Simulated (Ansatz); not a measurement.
Relaxed bulk Ta:

```cif
data_structure
_symmetry_space_group_name_H-M 'Fm-3m'
_symmetry_Int_Tables_number 225
_cell_length_a 4.1756
_cell_length_b 4.1756
_cell_length_c 4.1756
_cell_angle_alpha 90.000
_cell_angle_beta 90.000
_cell_angle_gamma 90.000
_cell_volume 72.80
loop_
_atom_site_label
_atom_site_type_symbol
_atom_site_symmetry_multiplicity
_atom_site_Wyckoff_symbol
_atom_site_fract_x
_atom_site_fract_y
_atom_site_fract_z
_atom_site_occupancy
Ta1 Ta 4 a 0.00000 0.00000 0.00000 1
```

Miller indices refer to the conventional cell of Fm-3m (No. 225), a = 4.176 Å, b = 4.176 Å, c = 4.176 Å, α = 90.00°, β = 90.00°, γ = 90.00°.

Consider the (100) slab of 6 planes, 10.4 Å thick with 15 Å of vacuum as cut; outer planes Ta (top) and Ta (bottom), all atoms relaxed.

These are results of DFT PBEsol, scalar-relativistic, plane waves, PAW in Ansatz 0.2.0, not measurements. Plane waves to 420 eV, a k mesh through Γ of 12×12×1 on the computed 6-atom cell and Gaussian smearing (0.10 eV); no spin polarisation. The cell repeats along c with a dipole correction in the vacuum.

The work function read from the bulk's Fermi level differs by 0.43 eV, so the slab's middle doesn't match the bulk reference (too thin, or relaxed to another structure or magnetic state).

Problem. Give the surface energy (mean of both faces).

Solution. 2.53 J/m².

Problem. Estimate the work function.

Solution. 4.51 eV.

Problem. The top two planes lie 2.088 Å apart in the bulk. How does relaxation change this?

Solution. The spacing becomes 1.989 Å (-4.7 %).

Spin-orbit coupling is left out, which matters for the bands of heavy elements.

The reference crystal is the fcc form of Ta, which isn't its usual structure.